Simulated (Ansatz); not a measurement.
Data:

NbP:
```cif
data_NbP
_chemical_formula_sum 'Nb1 P1'
_space_group_name_H-M_alt 'Pm-3m'
_space_group_IT_number 221
_space_group_name_Hall '-P 4 2 3'
_cell_length_a 3.10773
_cell_length_b 3.10773
_cell_length_c 3.10773
_cell_angle_alpha 90.000
_cell_angle_beta 90.000
_cell_angle_gamma 90.000
loop_
_atom_site_label
_atom_site_type_symbol
_atom_site_symmetry_multiplicity
_atom_site_Wyckoff_symbol
_atom_site_fract_x
_atom_site_fract_y
_atom_site_fract_z
_atom_site_occupancy
Nb1 Nb 1 a 0.00000 0.00000 0.00000 1
P1 P 1 b 0.50000 0.50000 0.50000 1
```

This is the r²SCAN-relaxed structure.

Problem. All from plane-wave PAW r²SCAN (Ansatz code), unless another level is named. Estimate the bulk modulus (Birch–Murnaghan fit).

Solution. 195 GPa.

Problem. Next, the elastic constants (relaxed ions, GPa)?

Solution. C11 = 382, C12 = 104, C44 = 123.

A made-up cell: these elements were put on the sites of a structure type; neither database checked (COD, Materials Project) lists it. COD files the formula under space group No. 141, so this cell is another polymorph or a model. Its standing as an ambient phase is unchecked. The r²SCAN relaxation kept the symmetry of its start; whether a distortion lowers the energy is not shown. The run is not spin-polarised. As this level gives no gap, shear constants depend on the k-mesh and smearing (Fermi–Dirac, 0.1 eV here).

Potentials: the earlier of the program's two PAW sets.
